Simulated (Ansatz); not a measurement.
Method: Ansatz 0.2.0, DFT PBE, scalar-relativistic, plane waves, PAW. Settings: cutoff 420 eV, Γ-centred meshes spaced at most about 0.3 Å⁻¹, and about 0.25 Å⁻¹ or finer for metals (2π included), Gaussian smearing. Collinear spin in cells that started with moments and kept them past the coarse steps, no spin elsewhere.

All energies are static (0 K, no zero-point motion).

Two forms of Sc₅Mo were relaxed alike.

A. (no spin)

```
Sc Mo
1.0
     6.66326    0.00000    0.00000
     0.00000    6.66326    0.00000
     0.00000    0.00000    5.04371
Sc Mo
5 1
Direct
  0.73817 0.73817 0.00000
  0.26183 0.26183 0.00000
  0.26183 0.73817 0.00000
  0.73817 0.26183 0.00000
  0.00000 0.00000 0.50000
  0.00000 0.00000 0.00000
```

B. (site moments Mo 0.8 μB)

```
Sc Mo
1.0
     5.50688    0.00000    0.00000
    -2.75344    4.76910    0.00000
     0.00000    0.00000    5.36099
Sc Mo
5 1
Direct
  0.33333 0.66667 0.00000
  0.66667 0.33333 0.00000
  0.50000 0.00000 0.50000
  0.50000 0.50000 0.50000
  0.00000 0.50000 0.50000
  0.00000 0.00000 0.00000
```

Question: Which would you expect to be lower, and how large is the difference?

Answer: B is lower, by 0.37 eV/atom. A has space group P4/mmm (No. 123), 37.3 Å³/atom and no gap on its mesh; B has space group P6/mmm (No. 191), 23.5 Å³/atom and no gap. Counting all near atoms (those within 1.25 times the shortest distance at each site; a plus sign parts nearer from farther groups; a slash parts the counts of unlike sites), A has Sc 1/2, Mo 6 and B has Sc 4+4/12, Mo 6+12. Their magnetic states differ too, which can make part of the margin. The denser one is the lower, and pressure would at first widen the difference. Even the lower one lies +0.74 eV/atom against the reference forms of the elements (uncorrected), so neither is stable at this level. In A, around Sc on a site of symmetry m2m lie 1 Mo at 2.47 Å, 2 Sc at 3.17 Å and 4 Sc at 3.49–3.53 Å; Sc on a site of symmetry 4/mmm is surrounded by 2 Mo at 2.52 Å and 8 Sc at 3.53 Å; Mo is surrounded by 6 Sc at 2.47–2.52 Å. In B, Sc on a site of symmetry -6m2 is surrounded by 9 Sc at 3.12–3.18 Å and 3 Mo at 3.18 Å; Sc on a site of symmetry mmm is surrounded by 4 Sc at 2.75 Å and 4 Sc at 3.12 Å; around Mo lie 6 Sc at 3.18 Å. Both come from invented guesses. A third cell relaxed alike, in F-43m, lies 180 meV/atom below the lower of the two.

The magnetic state reached may not be the lowest. Cells relaxed within their symmetry can be saddle points. Some structure types and database cells were kept out of the candidates from the start, so a known form may be missing.
